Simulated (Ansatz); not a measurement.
## zincblende-structured NbTe

Level of theory: DFT, r²SCAN, scalar-relativistic, collinear spin; plane waves to 500 eV with PAW datasets (Ansatz 0.2.0), Γ-centred 10×10×10 mesh, 0.05 eV Gaussian smearing. The datasets are Ansatz's generated set soft_2.

```yaml
crystal:
  lattice:
    - [0.00000, 3.18250, 3.18250]
    - [3.18250, 0.00000, 3.18250]
    - [3.18250, 3.18250, 0.00000]
  atoms:
    - { symbol: Nb, position: [0.00000, 0.00000, 0.00000] }
    - { symbol: Te, position: [0.25000, 0.25000, 0.25000] }
```

The start was a prototype's sites filled with these elements, not a measured cell.

Magnetic state: ferromagnetic, site spin moments Nb 1.61; Te -0.06 μB.

The cell is relaxed to zero pressure at this level.

The cell has space group F-43m (read at 0.01 Å). In it the stress is 0.07, 0.07, 0.07, 0.00, 0.00, 0.00 GPa and the largest force component 0.000 eV/Å. Each change below starts from this cell, without further relaxation. Stress is in GPa, positive in compression, in the order xx, yy, zz, yz, xz, xy; energies are counted from the cell above and are free energies with the smearing's entropy, which match forces and stress in a metal.

Task: What happens when atom 1 (Nb) is moved by 0.02 Å along y?

Result: The energy changes by 1.8 meV per cell, and the force on it along the shift is -0.183 eV/Å (−F/u = 9.14 eV/Å²). Stress: 0.09, 0.06, 0.09, 0.00, 0.61, 0.00.
```
atom  Fx (eV/Å)      Fy     Fz
 Nb1      0.000  -0.183  0.000
 Te2      0.000   0.183  0.000
```
In a harmonic crystal the energy would rise by −½F·u = ½ × 9.14 × 0.02² eV = 1.8 meV, which matches.

Task: What stress follows from an engineering strain of -2 % in xx, atoms carried along?

Result: 1.59, 1.30, 1.30, 0.00, 0.00, 0.00 GPa; the energy changes by 6.6 meV per cell. Spin moments: Nb 1.59; Te -0.06 μB.
The change of the stress over the strain gives a clamped-atom stiffness of about 76 GPa for this component, a secant value that lies under the elastic constant in tension and over it in compression, by several per cent for each per cent of strain.
In a harmonic crystal the energy would rise by V(½Cε² − σ₀ε), with σ₀ the stress of the unstrained cell, = 6.7 meV, which matches.

For elements this heavy, spin–orbit coupling would shift levels and gaps; it isn't included here. The run wasn't fully tested for a lower electronic state. Site moments are of spin, integrated over atomic spheres. The moments were started parallel, and the real magnetic order may be another.
